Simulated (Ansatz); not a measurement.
**HfSi3O8 (P-4m2) at 2 levels of theory**

One geometry, relaxed with PBE; plane waves with PAW potentials in Ansatz, scalar-relativistic. No spin polarisation. Gaps are the least over mesh and band path; pressure is positive in compression.

```xyz
12
Lattice="5.5015 0.0000 0.0000 0.0000 5.5015 0.0000 0.0000 0.0000 7.9864" Properties=species:S:1:pos:R:3 pbc="T T T"
Hf    0.0000    0.0000    3.9932
Si    2.7507    0.0000    6.2237
Si    0.0000    2.7507    1.7627
Si    2.7507    2.7507    0.0000
O     4.0368    0.0000    5.2440
O     1.3702    2.7507    0.8712
O     1.4647    0.0000    5.2440
O     4.1313    2.7507    0.8712
O     0.0000    1.4647    2.7424
O     2.7507    4.1313    7.1152
O     0.0000    4.0368    2.7424
O     2.7507    1.3702    7.1152
```

```tsv
level	cutoff (eV)	k mesh	gap (eV)	pressure (GPa)
PBE	420	4×4×4	4.66	0.0
```

Task: What comes out on the same cell with r2SCAN?

Result:
| level | cutoff (eV) | k mesh | gap (eV) | pressure (GPa) |
| --- | --- | --- | --- | --- |
| r2SCAN | 500 | 4×4×4 | 5.23 | -2.9 |

Spin-orbit coupling matters for the bands of heavy elements and is left out.

The cell was found from a structure generator's guess, not taken from experiment.
